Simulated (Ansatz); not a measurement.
Br:
```
Br
1.0
    3.55468    -2.12241     0.00000
    3.55468     2.12241     0.00000
    0.00000     0.00000     8.76047
Br
4
Direct
  0.64026   0.35974   0.38414
  0.85974   0.14026   0.88414
  0.14026   0.85974   0.11586
  0.35974   0.64026   0.61586
```

Relaxed with r²SCAN. Special points in fractions of this cell's reciprocal vectors: Γ (0.000, 0.000, 0.000); Y (0.500, 0.500, 0.000); F0 (0.339, 0.661, 0.000); Δ0 (-0.339, 0.339, 0.000); Z (0.000, 0.000, 0.500); B0 (-0.339, 0.339, 0.500); G0 (0.339, 0.661, 0.500); T (0.500, 0.500, 0.500); S (0.000, 0.500, 0.000); R (0.000, 0.500, 0.500).

**Question.** List the band energies nearest the valence-band maximum at these points for the program Ansatz at the r²SCAN level (PAW).

**Answer.** In eV from the valence-band maximum; about four levels below and three above (degenerate sets whole), none deeper than 8.9 eV; points with the same levels are listed once.

```
k                     below                above
--  -----------------------  -------------------
Γ    -1.24 -0.49 -0.36 0.00       1.67 2.69 6.45
Y   -1.76 -1.38 -0.58 -0.24       1.69 2.50 7.58
F0  -1.39 -1.06 -0.74 -0.29       2.25 2.53 8.74
Z   -1.05 -1.05 -0.16 -0.16  2.07 2.07 7.03 7.03
B0  -0.76 -0.76 -0.47 -0.47  2.23 2.23 9.19 9.19
T   -1.16 -1.16 -0.90 -0.90  2.00 2.00 8.53 8.53
S   -1.23 -1.23 -0.55 -0.55  2.66 2.66 7.45 7.45
R   -0.75 -0.75 -0.10 -0.10  2.14 2.14 7.80 7.80
```

Space group Cmce (molecular I2 type). Symmetry was held in the r²SCAN relaxation. The substance is a gas or liquid at ambient conditions; this is its low-temperature solid. A crystal of weakly bound units computed without a dispersion correction: the cell and the soft elastic constants depend strongly on that. Scalar-relativistic: spin–orbit coupling is off unless named, which matters more the heavier the elements.

Potentials: the earlier of the program's two PAW sets.
